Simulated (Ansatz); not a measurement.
A relaxation computed with Ansatz, from input to last step.

```yaml
crystal:
  lattice:
    - [3.2955625094, 0.0, 0.0]
    - [-1.6477812547, 2.8540408529, 0.0]
    - [0.0, 0.0, 30.587433]
  atoms:
    - { symbol: Te, position: [0.33333333, 0.66666667, 0.062717] }
    - { symbol: Te, position: [0.33333333, 0.66666667, 0.937283] }
    - { symbol: Mo, position: [0.66666667, 0.33333333, 0.0] }
    - { symbol: W, position: [0.33333333, 0.66666667, 0.768615] }
    - { symbol: W, position: [0.33333333, 0.66666667, 0.231385] }
    - { symbol: S, position: [0.66666667, 0.33333333, 0.718347] }
    - { symbol: S, position: [0.66666667, 0.33333333, 0.181084] }
    - { symbol: S, position: [0.66666667, 0.33333333, 0.818916] }
    - { symbol: S, position: [0.66666667, 0.33333333, 0.281653] }
basis:
  ecutwfc: 500
kpoints:
  mp_grid: { grid: [12, 12, 1] }
hamiltonian:
  xc: r2scan
scf:
  occupations: { method: gaussian, width: 0.01 }
output:
  forces: true
  stress: true
  eigenvalues: true
  write_density: true
  write_potential: true
  elf: true
  volumetric_format: npy
relax:
  adjacent_minimum: "off"
  f_tol: 0.02
  max_steps: 70
  cell: { stress_tol: 0.1 }
```

```bash
ansatz run input.yaml --threads 2 --pin off --max-ram 5120MiB --backend cpu --events-out ev --progress --plain --runs-dir out
```

Computed with DFT r2SCAN, scalar-relativistic, plane waves, PAW (Ansatz 0.2.0).

Of 5 frames 5 are shown, positions in Å and forces in eV/Å; the SCF threshold varies from step to step. Steps run on the plane waves of an earlier cell, with a Pulay correction in the pressure. The basis is chosen afresh for the last frame, the zero of the energies, and can be on the way; energy and pressure step there, also at an unchanged geometry. The mark taken_back stands on steps that the optimiser undid.

```xyz
9
Lattice="3.2956 0.0000 0.0000 -1.6478 2.8540 0.0000 0.0000 0.0000 30.5874" Properties=species:S:1:pos:R:3:forces:R:3 pbc="T T T" step=1 free_energy_over_end_meV_per_atom=1.84 pressure_GPa=-1.13
Te    0.0000    1.9027    1.9184    0.0000    0.0000   -0.2960
Te    0.0000    1.9027   28.6691    0.0000    0.0000    0.2960
Mo    1.6478    0.9513    0.0000    0.0000    0.0000    0.0000
W     0.0000    1.9027   23.5100    0.0000    0.0000   -0.0060
W     0.0000    1.9027    7.0775    0.0000    0.0000    0.0060
S     1.6478    0.9513   21.9724    0.0000    0.0000    0.3070
S     1.6478    0.9513    5.5389    0.0000    0.0000    0.2980
S     1.6478    0.9513   25.0485    0.0000    0.0000   -0.2980
S     1.6478    0.9513    8.6150    0.0000    0.0000   -0.3070
9
Lattice="3.2948 0.0000 0.0000 -1.6474 2.8534 0.0000 0.0000 0.0000 30.5314" Properties=species:S:1:pos:R:3:forces:R:3 pbc="T T T" step=2 free_energy_over_end_meV_per_atom=5.81 pressure_GPa=1.32 taken_back
Te    0.0000    1.9023    1.8428    0.0000    0.0000    0.8420
Te    0.0000    1.9023   28.6886    0.0000    0.0000   -0.8420
Mo    1.6474    0.9511    0.0000    0.0000    0.0000    0.0000
W     0.0000    1.9023   23.4755    0.0000    0.0000    0.0090
W     0.0000    1.9023    7.0559    0.0000    0.0000   -0.0090
S     1.6474    0.9511   21.9660    0.0000    0.0000   -0.2690
S     1.6474    0.9511    5.5447    0.0000    0.0000   -0.2720
S     1.6474    0.9511   24.9867    0.0000    0.0000    0.2720
S     1.6474    0.9511    8.5654    0.0000    0.0000    0.2690
9
Lattice="3.2873 0.0000 0.0000 -1.6437 2.8469 0.0000 0.0000 0.0000 30.4983" Properties=species:S:1:pos:R:3:forces:R:3 pbc="T T T" step=3 free_energy_over_end_meV_per_atom=-0.03 pressure_GPa=0.03
Te    0.0000    1.8979    1.9009    0.0000    0.0000   -0.0070
Te    0.0000    1.8979   28.5974    0.0000    0.0000    0.0070
Mo    1.6437    0.9490    0.0000    0.0000    0.0000    0.0000
W     0.0000    1.8979   23.4600    0.0000    0.0000    0.0000
W     0.0000    1.8979    7.0383    0.0000    0.0000    0.0000
S     1.6437    0.9490   21.9342    0.0000    0.0000    0.0250
S     1.6437    0.9490    5.5112    0.0000    0.0000    0.0260
S     1.6437    0.9490   24.9872    0.0000    0.0000   -0.0260
S     1.6437    0.9490    8.5641    0.0000    0.0000   -0.0250
9
Lattice="3.2920 0.0000 0.0000 -1.6460 2.8510 0.0000 0.0000 0.0000 30.5035" Properties=species:S:1:pos:R:3:forces:R:3 pbc="T T T" step=4 free_energy_over_end_meV_per_atom=-0.03 pressure_GPa=-0.04
Te    0.0000    1.9007    1.8984    0.0000    0.0000    0.0030
Te    0.0000    1.9007   28.6051    0.0000    0.0000   -0.0030
Mo    1.6460    0.9503    0.0000    0.0000    0.0000    0.0000
W     0.0000    1.9007   23.4612    0.0000    0.0000    0.0010
W     0.0000    1.9007    7.0422    0.0000    0.0000   -0.0010
S     1.6460    0.9503   21.9390    0.0000    0.0000   -0.0170
S     1.6460    0.9503    5.5186    0.0000    0.0000   -0.0170
S     1.6460    0.9503   24.9848    0.0000    0.0000    0.0170
S     1.6460    0.9503    8.5645    0.0000    0.0000    0.0170
9
Lattice="3.2920 0.0000 0.0000 -1.6460 2.8510 0.0000 0.0000 0.0000 30.5035" Properties=species:S:1:pos:R:3:forces:R:3 pbc="T T T" step=5 free_energy_over_end_meV_per_atom=0.00 pressure_GPa=-0.04
Te    0.0000    1.9007    1.8984    0.0000    0.0000    0.0030
Te    0.0000    1.9007   28.6051    0.0000    0.0000   -0.0030
Mo    1.6460    0.9503    0.0000    0.0000    0.0000    0.0000
W     0.0000    1.9007   23.4612    0.0000    0.0000    0.0010
W     0.0000    1.9007    7.0422    0.0000    0.0000   -0.0010
S     1.6460    0.9503   21.9390    0.0000    0.0000   -0.0170
S     1.6460    0.9503    5.5186    0.0000    0.0000   -0.0170
S     1.6460    0.9503   24.9848    0.0000    0.0000    0.0170
S     1.6460    0.9503    8.5645    0.0000    0.0000    0.0170
```

Time: 4.1 min on 2 threads of Arm Neoverse V1 (shared host), peak memory 1.2 GiB.

Spin–orbit coupling is left out, which can shift energies with elements as heavy as these. The cell holds layers, and where no dispersion correction was added their binding is poorly described.